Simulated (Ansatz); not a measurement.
GeRh2:
```
GeRh2
1.0
    5.49600     0.00000     0.00000
    0.00000     4.00613     0.00000
    0.00000     0.00000     7.57850
Ge Rh
4 8
Cartesian
  4.31522   3.00460   0.79598
  1.18078   1.00153   6.78252
  3.92878   1.00153   4.58523
  1.56722   3.00460   2.99327
  2.58063   3.00460   5.33058
  2.91537   1.00153   2.24793
  0.16737   1.00153   1.54132
  5.32863   3.00460   6.03718
  1.86103   3.00460   0.52647
  3.63497   1.00153   7.05204
  0.88697   1.00153   4.31572
  4.60903   3.00460   3.26279
```

Relaxed with r²SCAN.

Task: Map the valence electron density (e/Å³), cut off at 5 on the plane through (0.785, 0.750, 0.105) spanned by u = [1, 0, 0] and v = [0, 0, 1] in lattice vectors, from r²SCAN in the plane-wave PAW code Ansatz.

Result: x is the fraction of u, y of v (the angle between them is 90°; rows are the nearest grid lines); atoms in the plane: Ge at (0.00, 0.00), Ge at (0.50, 0.29), Rh at (0.68, 0.60), Rh at (0.18, 0.69), Rh at (0.55, 0.96), Rh at (0.05, 0.33).
```
|9993100000028999997210013999|
|9951000000039999998310001599|
|4310000000027999996200000134|
|0000000000001345421000000000|
|0001111000000000000000000000|
|0013454210000000000000000000|
|0269999962000000000000000000|
|1399999993000001357753100001|
|0279999972000002699997200000|
|0014686410000016999999510000|
|0000000000000014999999310000|
|0000000000000002599984100000|
|0000000000000000011110000000|
|1111000000000000000000000001|
|9999520000000111000000000259|
|9999951000129999210000001699|
|9999951000169999610000001699|
|9999621000169999610000000279|
|1221100000012332100000000011|
|0100000000000111000000000000|
|0000000000000000000000000000|
|4310000000000122210000000134|
|9951000000002467631000001599|
|9993100000028999997210013999|
```
Scale: ten equal steps from 0.145 (start of '0') to 5.00 (end of '9'), in the order '0123456789'; x runs from 0.000 to 1.00, y from 0.000 (bottom) to 1.00 (top).

The density is the valence pseudo-density with augmentation charge, so density and ELF within about 1 Å of a nucleus are not all-electron values.

Space group Pnma. The first step of the workflow began from a Materials Project structure, measured or hypothetical; the Crystallography Open Database files this formula in space group No. 62, but the cells were not matched. Whether it is the stable phase at ambient conditions was not checked. The cell was relaxed with r²SCAN under the symmetry of its start; whether a distortion lowers the energy is not shown. No spin polarisation was allowed.

Potentials: the later of the program's two PAW sets.
